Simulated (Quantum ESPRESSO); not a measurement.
## TaZrNbO6F2 (input and log of a self-consistent run)

Computed values, not a measurement. The program is pw.x of Quantum ESPRESSO 7.5 (plane-wave density functional theory). The cell is made up: 11 atoms on a fluorite lattice with one site empty, with randomly drawn elements, strain and displacements, not relaxed. PseudoDojo standard norm-conserving files (v0.5 for PBE, v0.4.1 for LDA and PBEsol) set the functional; there is no spin polarisation, spin-orbit coupling or dispersion term, and the masses in the input are unused placeholders. A spin-polarised start on this cell or one of its family kept no moment above 0.05 Bohr magneton at the same smearing; a narrower smearing was not tried.

Input:

```
&control calculation='scf', pseudo_dir='./dojo.nc.sr.pbe.v0_5.standard.upf', outdir='./o', disk_io='low', tprnfor=.true., tstress=.true. /
&system ibrav=0, nat=11, ntyp=5, nbnd=50, ecutwfc=84.00895049, nosym=.true., tot_charge=0,
 occupations='smearing', smearing='fd', degauss=0.0018374661
/
&electrons conv_thr=7.350e-09, electron_maxstep=60, /
ATOMIC_SPECIES
F 1.0 F.upf
Nb 1.0 Nb.upf
O 1.0 O.upf
Ta 1.0 Ta.upf
Zr 1.0 Zr.upf
CELL_PARAMETERS angstrom
4.9285 0.0065 0.0308
0.0065 4.84 -0.0057
0.0308 -0.0057 4.8104
ATOMIC_POSITIONS angstrom
Ta 0.0014 -0.0592 -0.016
Zr 2.4543 0.0539 2.4092
Nb 2.4249 2.4231 0.0041
O 1.2123 1.2402 1.2003
O 1.1965 1.2196 3.6585
F 1.2566 3.6123 1.2346
O 1.2553 3.6472 3.6127
O 3.7189 1.178 1.2444
F 3.7289 1.1637 3.5877
O 3.6668 3.66 1.2049
O 3.7793 3.6927 3.6148
K_POINTS automatic
5 5 5 1 1 1
```

The log is shortened where brackets say so; the opening notice, blank lines, dates and the lines on written files are dropped, and the path of the files is cut. It prints rydbergs, bohrs and kilobars, and counts compression as positive stress. With no partly filled state, the Fermi energy that it prints is only some level between the filled and the empty states on the mesh, and need not lie in the true gap.

```
     Program PWSCF v.7.5
     Parallel version (MPI & OpenMP), running on       4 processor cores
     Number of MPI processes:                 4
     Threads/MPI process:                     1
     [start-up lines left out]
     bravais-lattice index     =            0
     lattice parameter (alat)  =       9.3137  a.u.
     unit-cell volume          =     774.3176 (a.u.)^3
     number of atoms/cell      =           11
     number of atomic types    =            5
     number of electrons       =        88.00
     number of Kohn-Sham states=           50
     kinetic-energy cutoff     =      84.0090  Ry
     charge density cutoff     =     336.0358  Ry
     scf convergence threshold =      7.3E-09
     mixing beta               =       0.7000
     number of iterations used =            8  plain     mixing
     Exchange-correlation= PBE
                           (   1   4   3   4   0   0   0)
     [axes and pseudopotential details left out]
   Cartesian axes
     site n.     atom                  positions (alat units)
         1        Ta     tau(   1) = (   0.0002841  -0.0120115  -0.0032464  )
         2        Zr     tau(   2) = (   0.4979710   0.0109362   0.4888203  )
         3        Nb     tau(   3) = (   0.4920058   0.4916406   0.0008319  )
         4        O      tau(   4) = (   0.2459725   0.2516333   0.2435377  )
         5        O      tau(   5) = (   0.2427667   0.2474536   0.7423000  )
         6        F      tau(   6) = (   0.2549608   0.7329261   0.2504971  )
         7        O      tau(   7) = (   0.2546970   0.7400072   0.7330073  )
         8        O      tau(   8) = (   0.7545550   0.2390131   0.2524855  )
         9        F      tau(   9) = (   0.7565839   0.2361116   0.7279348  )
        10        O      tau(  10) = (   0.7439840   0.7426043   0.2444710  )
        11        O      tau(  11) = (   0.7668100   0.7492391   0.7334334  )
     number of k points=    63  Fermi-Dirac smearing, width (Ry)=  0.0018
                       cart. coord. in units 2pi/alat
        k(    1) = (   0.0992307   0.1018174   0.1019425), wk =   0.0320000
        k(    2) = (   0.0979497   0.1020604   0.3068653), wk =   0.0320000
     [further k points left out]
     Dense  grid:    80591 G-vectors     FFT dimensions: (  60,  54,  54)
     Estimated max dynamical RAM per process >     261.34 MB
     Estimated total dynamical RAM >     986.33 MB
     Initial potential from superposition of free atoms
     starting charge      87.9944, renormalised to      88.0000
     Starting wfcs are   62 randomized atomic wfcs
     total cpu time spent up to now is        4.0 secs
     per-process dynamical memory:   206.7 Mb
     Self-consistent Calculation
     iteration #  1     ecut=    84.01 Ry     beta= 0.70
     Davidson diagonalization with overlap
     ethr =  1.00E-02,  avg # of iterations =  2.0
     total cpu time spent up to now is       10.8 secs
     total energy              =    -651.03716254 Ry
     estimated scf accuracy    <       5.38862085 Ry
     iteration #  2     ecut=    84.01 Ry     beta= 0.70
     Davidson diagonalization with overlap
     ethr =  6.12E-03,  avg # of iterations =  6.0
     total cpu time spent up to now is       21.8 secs
     total energy              =    -647.16877048 Ry
     estimated scf accuracy    <      39.60188191 Ry
     iteration #  3     ecut=    84.01 Ry     beta= 0.70
     Davidson diagonalization with overlap
     ethr =  6.12E-03,  avg # of iterations =  6.1
     total cpu time spent up to now is       31.2 secs
     total energy              =    -653.83404166 Ry
     estimated scf accuracy    <       1.25449388 Ry
     iteration #  4     ecut=    84.01 Ry     beta= 0.70
     Davidson diagonalization with overlap
     ethr =  1.43E-03,  avg # of iterations =  2.5
     total cpu time spent up to now is       38.0 secs
     total energy              =    -653.84306347 Ry
     estimated scf accuracy    <       0.62448600 Ry
     iteration #  5     ecut=    84.01 Ry     beta= 0.70
     Davidson diagonalization with overlap
     ethr =  7.10E-04,  avg # of iterations =  1.3
     total cpu time spent up to now is       43.9 secs
     total energy              =    -653.76366935 Ry
     estimated scf accuracy    <       0.28341940 Ry
     [iterations 6 to 12 left out]
     iteration # 13     ecut=    84.01 Ry     beta= 0.70
     Davidson diagonalization with overlap
     ethr =  2.95E-08,  avg # of iterations =  3.7
     total cpu time spent up to now is      109.1 secs
     total energy              =    -653.81627895 Ry
     estimated scf accuracy    <       0.00000091 Ry
     iteration # 14     ecut=    84.01 Ry     beta= 0.70
     Davidson diagonalization with overlap
     ethr =  1.03E-09,  avg # of iterations =  4.4
     total cpu time spent up to now is      118.1 secs
     total energy              =    -653.81627900 Ry
     estimated scf accuracy    <       0.00000102 Ry
     iteration # 15     ecut=    84.01 Ry     beta= 0.70
     Davidson diagonalization with overlap
     ethr =  1.03E-09,  avg # of iterations =  2.1
     total cpu time spent up to now is      124.9 secs
     total energy              =    -653.81627914 Ry
     estimated scf accuracy    <       0.00000003 Ry
     iteration # 16     ecut=    84.01 Ry     beta= 0.70
     Davidson diagonalization with overlap
     ethr =  3.17E-11,  avg # of iterations =  5.1
     total cpu time spent up to now is      135.4 secs
     total energy              =    -653.81627916 Ry
     estimated scf accuracy    <       0.00000003 Ry
     iteration # 17     ecut=    84.01 Ry     beta= 0.70
     Davidson diagonalization with overlap
     ethr =  3.17E-11,  avg # of iterations =  2.0
     total cpu time spent up to now is      141.9 secs
     End of self-consistent calculation
          k = 0.0992 0.1018 0.1019 ( 10051 PWs)   bands (ev):
   -57.4769 -44.8703 -36.5486 -24.1649 -23.8341 -23.7931 -21.2022 -20.8162
   -20.7677 -15.7514 -14.8646 -14.7842 -13.5387 -12.2332  -6.8581  -5.6998
    -5.4101  -5.1574  -4.9666  -4.3096   3.0581   3.3392   3.8916   4.6818
     4.8960   5.2931   5.3430   5.6387   5.7189   7.5181   7.7710   8.0009
     8.1941   8.3936   8.6583   9.1085   9.7233   9.9588  10.0093  10.8265
    11.0753  11.2724  11.3522  11.9905  12.9596  13.1318  14.1108  14.3985
    14.8911  15.5217
     [levels at the other k points left out]
     the Fermi energy is    12.3994 ev
!    total energy              =    -653.81627916 Ry
     estimated scf accuracy    <          6.0E-09 Ry
     smearing contrib. (-TS)   =      -0.00000000 Ry
     internal energy E=F+TS    =    -653.81627916 Ry
     The total energy is F=E-TS. E is the sum of the following terms:
     one-electron contribution =    -147.56844563 Ry
     hartree contribution      =     128.56770933 Ry
     xc contribution           =    -148.41226027 Ry
     ewald contribution        =    -486.40328259 Ry
     convergence has been achieved in  17 iterations
     Forces acting on atoms (cartesian axes, Ry/au):
     atom    1 type  4   force =    -0.04672070    0.00752712   -0.00478233
     atom    2 type  5   force =     0.01116275   -0.00095508   -0.01074434
     atom    3 type  2   force =     0.01994694   -0.02489392    0.01811186
     atom    4 type  3   force =     0.03745610   -0.01215929   -0.03768799
     atom    5 type  3   force =     0.03847722    0.00319540    0.03247466
     atom    6 type  1   force =    -0.04703386   -0.00568733   -0.01770777
     atom    7 type  3   force =     0.03448135   -0.02106113    0.09350629
     atom    8 type  3   force =    -0.01268185    0.03212220   -0.11272306
     atom    9 type  1   force =     0.00772809    0.06815628    0.04532973
     atom   10 type  3   force =    -0.01665623   -0.03265629   -0.05859275
     atom   11 type  3   force =    -0.02615981   -0.01358796    0.05281570
     Total force =     0.226702     Total SCF correction =     0.000135
     Computing stress (Cartesian axis) and pressure
          total   stress  (Ry/bohr**3)                   (kbar)     P=      135.14
   0.00039522  -0.00041169   0.00018355           58.14      -60.56       27.00
  -0.00041169   0.00106237   0.00036665          -60.56      156.28       53.94
   0.00018355   0.00036665   0.00129839           27.00       53.94      191.00
     init_run     :      3.74s CPU      3.88s WALL (       1 calls)
     electrons    :    137.55s CPU    138.00s WALL (       1 calls)
     forces       :      1.48s CPU      1.50s WALL (       1 calls)
     stress       :      4.99s CPU      4.99s WALL (       1 calls)
     [timing details left out]
     PWSCF        :   2m27.86s CPU   2m28.55s WALL
     JOB DONE.
```

In other units: free energy -8895.624 eV for the cell, pressure 13.51 GPa, largest force component 2.898 eV/Å. A rerun of a related cell, with the same atoms placed differently, at a cutoff of 1467 eV and k mesh 7 x 7 x 7 moved values by no more than 0.002 eV in energy, 0.05 GPa in stress and 0.004 eV/Å in force.